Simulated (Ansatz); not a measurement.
# Property card for BeS

BeS:
Space group Fm-3m (No. 225); a = b = c = 4.634 Å, α = β = γ = 90.00°

```tsv
atom	site	symmetry	x	y	z
S	4a	m-3m	0.0000	0.0000	0.0000
Be	4b	m-3m	0.5000	0.5000	0.5000
```
(The calculation used a cell of 2 atoms; values per cell refer to that cell.)

Space group Fm-3m (No. 225), rock salt; conventional cell a = b = c = 4.6343 Å, α = β = γ = 90.00°.

Method: plane-wave PAW r²SCAN (Ansatz code). The cell and atoms are relaxed at this level. Other levels are named where they apply.

Cell and energy:

| Item | Result |
|---|---|
| Volume per atom | 12.44 Å³ |
| Density | 2.74 g/cm³ |
| Formation energy from the elements (no fitted shifts) | -0.61 eV/atom |

Electronic structure:

| Property | Result |
|---|---|
| Band gap | 1.33 eV (indirect) |
| Valence-band maximum | on the K–Γ line, 61 % of the way from K |
| Conduction-band minimum | at X (3 equivalent valleys) |
| Smallest direct gap on the standard path | 4.60 eV |
| Electron effective mass | 0.28, 0.28, 0.90 mₑ (principal values) |
| Hole effective mass | 0.20, 1.00, 1.1 mₑ (principal values) |
| HSE06 gap on the r²SCAN cell | 1.73 eV |

Mechanics:

| Property | Result |
|---|---|
| Bulk modulus (Birch–Murnaghan fit) | 111 GPa |
| Pressure derivative B′ | 3.8 |
| Elastic constants (relaxed ions, GPa) | C11 = 174, C12 = 79.4, C44 = 124 |
| Mechanical stability | stable (all eigenvalues of C positive) |
| Hill bulk and shear moduli | 111 and 84.2 GPa |
| Young's modulus | 202 GPa |
| Poisson's ratio | 0.20 |
| Debye temperature from the elastic constants | 786 K |

Charges:

| Item | Value |
|---|---|
| Bader charges | S -1.69, Be +1.69 e |

The start of the workflow was typed in or built on a structure type; neither database checked (COD, Materials Project) lists it. COD files the formula under space group No. 216. Its standing as an ambient phase is unchecked. The cell was relaxed with r²SCAN under the symmetry of its start; whether a distortion lowers the energy is not shown. The references are the lowest solids computed at this level, not always the standard phases.

Potentials: the later of the program's two PAW sets.
